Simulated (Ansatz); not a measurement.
La$_{2}$WN$_{4}$:
```xyz
7
Lattice="-1.9892 1.9892 6.3742 1.9892 -1.9892 6.3742 1.9892 1.9892 -6.3742" Properties=species:S:1:pos:R:3 pbc="T T T"
W      0.0000     0.0000     0.0000
La     0.0000     0.0000     4.5194
La     0.0000     0.0000     8.2290
N      0.0000     1.9892     0.0000
N      1.9892     0.0000     0.0000
N      0.0000     0.0000     2.0690
N      0.0000     0.0000    10.6794
```

Relaxed with r²SCAN. Special points in fractions of this cell's reciprocal vectors: Γ (0.000, 0.000, 0.000); X (0.000, 0.000, 0.500); P (0.250, 0.250, 0.250); N (0.000, 0.500, 0.000); M (0.500, 0.500, -0.500); S (0.274, 0.726, -0.274); S0 (-0.274, 0.274, 0.274); R (-0.049, 0.049, 0.500); G (0.500, 0.500, -0.049).

Question: List the band energies nearest the Fermi level at these points for DFT-r²SCAN in the program Ansatz with PAW potentials.

Answer: In eV from the Fermi level; about four levels below and three above (degenerate sets whole), none deeper than 8.9 eV; points with the same levels are listed once.

```tsv
k	below	above
Γ	-0.72 -0.17 -0.17 -0.12	0.90 0.90 2.34
X	-1.31 -0.83 -0.27 -0.16	3.30 3.33 3.55
P	-1.22 -0.50 -0.50 -0.27	3.30 3.30 3.57
N	-2.05 -0.97 -0.71 -0.46	1.56 2.99 3.32
M	-1.03 -0.71 -0.10 -0.10	1.39 1.98 1.98
S	-2.03 -0.95 -0.82 -0.56	1.60 3.05 3.23
R	-1.21 -0.94 -0.31 -0.17	3.28 3.32 3.50
```

Space group I4/mmm. The start of the workflow was typed in or built on a structure type; neither database checked (COD, Materials Project) lists it. Its standing as an ambient phase is unchecked. The cell was relaxed with r²SCAN under the symmetry of its start; whether a distortion lowers the energy is not shown. The workflow began spin-polarised and lost its moments. The cell computed holds one magnetic atom, so no antiferromagnetic order was within reach. The volume moved by -15 % from the start of the relaxation. Spin–orbit coupling is left out wherever it is not named.

Potentials: the earlier of the program's two PAW sets.
